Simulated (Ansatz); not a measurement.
TlPO4:
```
TlPO4
1.0
    2.72041    -4.06540     0.00000
    2.72041     4.06540     0.00000
    0.00000     0.00000     7.14721
Tl P O
2 2 8
Cartesian
  0.00000   0.00000   3.57360
  0.00000   0.00000   0.00000
  2.72041  -1.19367   1.78680
  2.72041   1.19367   5.36041
  2.72041   1.97409   4.04281
  2.72041  -1.97409   3.10439
  2.72041  -1.97409   0.46921
  2.72041   1.97409   6.67800
  3.99453   0.27175   5.36041
  1.44629  -0.27175   1.78680
  3.99453  -0.27175   1.78680
  1.44629   0.27175   5.36041
```

Plane-wave PAW PBEsol (Ansatz code) gives a gap of 0.88 eV without spin–orbit coupling, maximum at Y, minimum at Γ.

**Question.** What happens when spin–orbit coupling is switched on?

**Answer.** The gap increases by 0.02 eV, to 0.90 eV; maximum at Y, minimum at Γ.

**Question.** Give the electron effective mass with spin–orbit coupling.

**Answer.** 0.31, 0.31, 0.33 mₑ (principal values).

Space group Cmcm. The first step of the workflow began from a Materials Project structure, measured or hypothetical; the Crystallography Open Database files this formula in space group No. 63, but the cells were not matched. Its standing as an ambient phase is unchecked. The cell was relaxed with PBEsol under the symmetry of its start; its stability against distortions is not shown here.

Potentials: the later of the program's two PAW sets.
